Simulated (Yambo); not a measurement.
Yambo run on CdS (wurtzite, space group P6_3mc, No. 186). The wavefunctions come from this Quantum ESPRESSO step (PBE, PseudoDojo standard norm-conserving files, scalar-relativistic):

```
&CONTROL
  calculation = 'nscf'
  pseudo_dir = './pseudo'
  outdir = './out'
/
&SYSTEM
  ibrav = 0
  nat = 4
  ntyp = 2
  ecutwfc = 102.0
  ecutrho = 408.0
  occupations = 'fixed'
  force_symmorphic = .true.
  nbnd = 196
/
&ELECTRONS
  conv_thr = 4e-09
  diago_full_acc = .true.
  diago_thr_init = 1e-08
/
ATOMIC_SPECIES
S 32.0600 S.upf
Cd 112.4140 Cd.upf
CELL_PARAMETERS angstrom
  4.168839851000   0.000000000000   0.000000000000
 -2.084419925000   3.610321215000   0.000000000000
  0.000000000000   0.000000000000   6.779620000000
ATOMIC_POSITIONS crystal
S   0.666666667000   0.333333333000   0.876780000000
S   0.333333333000   0.666666667000   0.376780000000
Cd   0.666666667000   0.333333333000   0.500220000000
Cd   0.333333333000   0.666666667000   0.000220000000
K_POINTS automatic
3 3 2 0 0 0
```

Yambo input:

```
rim_cut
gw0
dyson
el_el_corr
HF_and_locXC
ppa
em1d
RandQpts= 1000000
RandGvec= 1 Ry
EXXRLvcs= 102 Ry
VXCRLvcs= 408 Ry
Chimod= "HARTREE"
% BndsRnXp
 9 | 195 |
%
NGsBlkXp= 8 Ry
% LongDrXp
 1.0 | 1.0 | 1.0 |
%
PPAPntXp= 27.2114 eV
% GbndRnge
 1 | 195 |
%
GTermKind= "BG"
DysSolver= "n"
ExtendOut
% QPkrange
 1 | 1 | 26 | 27 |
 2 | 2 | 26 | 27 |
 5 | 5 | 26 | 27 |
 6 | 6 | 26 | 27 |
%
```

k points by index: 1 = Γ, 2 = A, 5 = K, 6 = H.

Resulting energies as the program prints them:

```
#    K-point    Band    Eo [eV]    E [eV]    E-Eo [eV]    Vxc [eV]    Vnlxc [eV]    Sc|Eo [eV]    Sc|E [eV]    dSc/dw|Eo [eV]    Re(Z)    Im(Z)
#
    1    26    0.000000    -0.759769    -0.759769    -15.21651    -18.29081    2.102774    2.314526    -7.582856    0.782063    -0.001449
    1    27    1.160966    1.373754    0.212787    -10.63359    -6.649662    -3.722083    -3.771137    -6.269916    0.812732    -0.001302
    2    26    -0.372505    -1.161957    -0.789453    -14.73141    -17.91374    2.172123    2.392877    -7.607962    0.781499    -0.001471
    2    27    2.803176    3.074302    0.271126    -11.16000    -6.907418    -3.916828    -3.981457    -6.483687    0.807575    -0.001332
    5    26    -1.568148    -2.441306    -0.873158    -13.36589    -16.76318    2.278692    2.524130    -7.647659    0.780608    -0.001678
    5    27    4.713500    4.701224    -0.012276    -8.972846    -5.200918    -3.786847    -3.784203    -5.916405    0.821405    -0.001253
    6    26    -1.064376    -1.882711    -0.818335    -13.73574    -16.95878    2.174102    2.404705    -7.667481    0.780168    -0.772460E-3
    6    27    4.352846    4.752284    0.399438    -11.51855    -6.941240    -4.082875    -4.177876    -6.469862    0.807907    -0.001332
```
(The two width columns are left out.) Convergence of these settings isn't established.

Spin-orbit coupling is not included.

Geometry of the Materials Project entry, not relaxed at this level.
